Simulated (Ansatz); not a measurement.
Cd:
Space group P6₃/mmc (No. 194); a = b = 2.9735 Å, c = 5.7222 Å, α = β = 90.00°, γ = 120.00°

| atom | site | symmetry | x | y | z |
|---|---|---|---|---|---|
| Cd | 2d | -6m2 | 0.6667 | 0.3333 | 0.2500 |

Relaxed with r²SCAN.

Task: Decompose the optical modes at the zone centre into irreducible representations, and say which are infrared and Raman allowed.

Result: Point group 6/mmm: Γ_opt = B1g + E2g. Infrared: none. Raman: E2g.

Task: Assign frequencies (DFPT, plane-wave PAW r²SCAN (Ansatz code)).

Result: E2g 37, B1g 88 cm⁻¹.

Subscripts of B labels follow the axes of the standard setting.

Space group P6_3/mmc (hcp (Mg type)). The r²SCAN relaxation kept the symmetry of its start; of distortions, only those at the zone centre were tested. As this level gives no gap, phonon frequencies hold no LO–TO term and depend on the k-mesh and smearing (Fermi–Dirac, 0.1 eV here). Axis ratios of metals converge slowly with the k-mesh, so a and c are less sure than the volume.

Potentials: the later of the program's two PAW sets.
